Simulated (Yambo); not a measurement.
Yambo run on VZn₂N₃ (space group Cmc2_1, No. 36). The wavefunctions are norm-conserving LDA (Quantum ESPRESSO, 84 Ry, without SOC) ones on a 2×2×2 mesh (68 occupied bands); a = 5.5033 Å, b = 5.5033 Å, c = 5.2398 Å, α = 90.00°, β = 90.00°, γ = 60.71°.

Yambo input:

```
rim_cut
gw0
dyson
el_el_corr
HF_and_locXC
cohsex
em1s
RandQpts= 1000000
RandGvec= 1 Ry
EXXRLvcs= 84 Ry
VXCRLvcs= 336 Ry
Chimod= "HARTREE"
% BndsRnXs
 19 | 243 |
%
NGsBlkXs= 7 Ry
% LongDrXs
 1.0 | 1.0 | 1.0 |
%
ExtendOut
% QPkrange
 5 | 5 | 68 | 69 |
%
```

k points by index: 5 = (-0.5, -0.5, 0).

Resulting energies as the program prints them:

```
#    K-point    Band    Eo [eV]    E [eV]    E-Eo [eV]    Vxc [eV]    Vnlxc [eV]    Sc|Eo [eV]    Re(Z)    Im(Z)
#
    5    68    0.000000    -1.961903    -1.961903    -19.40185    -22.69978    1.336023    1.000000    0.000000
    5    69    1.348323    1.009580    -0.338743    -20.85266    -14.15786    -7.033543    1.000000    0.000000
```
(The two width columns are left out.) Convergence of these settings isn't established.

Geometry of the Materials Project entry, not relaxed at this level.

The structure is a Materials Project entry; no match was found in the copy of COD used, and its stability was not checked.

The runs are not spin-polarised; magnetic order was not tried.
